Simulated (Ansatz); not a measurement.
Molecular dynamics on a 2×2×1 supercell (12 atoms) of PtSe2 (P-3m1), relaxed with r2SCAN+rVV10. Forces come from PBE in Ansatz: a Nosé-Hoover thermostat at fixed volume, 1300 K, steps of 1.5 fs. Classical nuclei, no spin polarisation; a few dozen steps show the first response, not equilibrium.

```yaml
crystal:
  lattice:
    - [7.4573199301, 0.0, 0.0]
    - [-3.728659965, 6.4582285036, 0.0]
    - [0.0, 0.0, 5.2770333951]
  atoms:
    - { symbol: Pt, position: [0.0, 0.0, 0.0] }
    - { symbol: Se, position: [0.1666666667, 0.3333333333, 0.2462223074] }
    - { symbol: Se, position: [0.3333333333, 0.1666666667, 0.7537776926] }
    - { symbol: Pt, position: [0.0, 0.5, 0.0] }
    - { symbol: Se, position: [0.1666666667, 0.8333333333, 0.2462223074] }
    - { symbol: Se, position: [0.3333333333, 0.6666666667, 0.7537776926] }
    - { symbol: Pt, position: [0.5, 0.0, 0.0] }
    - { symbol: Se, position: [0.6666666667, 0.3333333333, 0.2462223074] }
    - { symbol: Se, position: [0.8333333333, 0.1666666667, 0.7537776926] }
    - { symbol: Pt, position: [0.5, 0.5, 0.0] }
    - { symbol: Se, position: [0.6666666667, 0.8333333333, 0.2462223074] }
    - { symbol: Se, position: [0.8333333333, 0.6666666667, 0.7537776926] }
kpoints:
  mp_grid: { grid: [3, 3, 4] }
hamiltonian:
  xc: pbe
scf:
  occupations: { method: fermi_dirac, width: 0.112 }
md:
  ensemble: nvt_nose_hoover
  temperature: 1300
  timestep: 1.5
  n_steps: 30
  initial_velocities: maxwell_boltzmann
  seed: 321
```

Run as `ansatz run input.yaml --threads 4 --pin off --max-ram 3686MiB --backend cpu --events-out ev --progress --plain --runs-dir out`. It ended after 7.7 min on 4 threads of Arm Neoverse N1 (shared host), load about 0.8 per core; peak host memory 1.4 GiB.

```csv
step,t (fs),T (K),free energy F from step 0 (meV/atom),kinetic energy (meV/atom),largest force (eV/Å)
0,0,1300,0.0,154.0,0.20
1,1.5,1292,0.9,153.1,0.31
2,3,1277,2.7,151.3,0.44
3,4.5,1255,5.3,148.7,0.58
4,6,1226,8.8,145.3,0.74
5,7.5,1191,13.0,141.1,0.91
6,9,1149,17.9,136.1,1.08
7,10.5,1101,23.6,130.5,1.26
8,12,1048,29.9,124.2,1.43
9,13.5,990,36.8,117.4,1.61
10,15,929,44.1,110.1,1.78
11,16.5,865,51.8,102.5,1.95
12,18,798,59.8,94.6,2.12
13,19.5,731,67.8,86.6,2.28
14,21,664,75.9,78.7,2.43
15,22.5,598,83.8,70.8,2.57
16,24,534,91.5,63.3,2.69
17,25.5,474,98.7,56.2,2.81
18,27,418,105.5,49.5,2.90
19,28.5,367,111.6,43.5,2.98
20,30,323,116.9,38.3,3.04
21,31.5,286,121.5,33.9,3.08
22,33,256,125.2,30.3,3.10
23,34.5,233,127.9,27.7,3.10
24,36,219,129.7,26.0,3.08
25,37.5,213,130.5,25.3,3.03
```

The temperature goes from 1300 K to 213 K in 37.5 fs. The thermostat hasn't had time to restore it. The atoms start on their lattice sites with kinetic energy alone, so much of it first passes into potential energy. By the last step the atoms have moved 0.15 Å in the root mean square, the drift of the whole cell taken out, 0.22 Å at most. The job's limit cut the run after 25 of 30 steps.

Positions (Å) and forces (eV/Å) at step 25:
```
Pt  -0.009  -0.018  -0.056     1.015   0.490   0.018
Se  -0.158   2.185   1.191     1.312  -0.396   1.184
Se   1.769   1.070   4.011     1.513   0.091  -0.649
Pt  -1.898   3.306  -0.031    -0.188  -2.245   1.390
Se  -1.927   5.411   1.256     0.837   0.486   1.058
Se  -0.194   4.317   4.054     2.541   0.731  -1.485
Pt   3.820   0.042   0.039    -1.811  -0.261  -0.038
Se   3.810   2.232   1.452    -0.305  -0.703  -0.608
Se   5.636   0.887   3.927    -0.741   1.600  -0.835
Pt   1.898   3.156   0.040    -0.934   1.041  -0.032
Se   1.991   5.429   1.134    -1.512  -1.328   2.143
Se   3.781   4.234   4.104    -1.728   0.493  -2.147
```
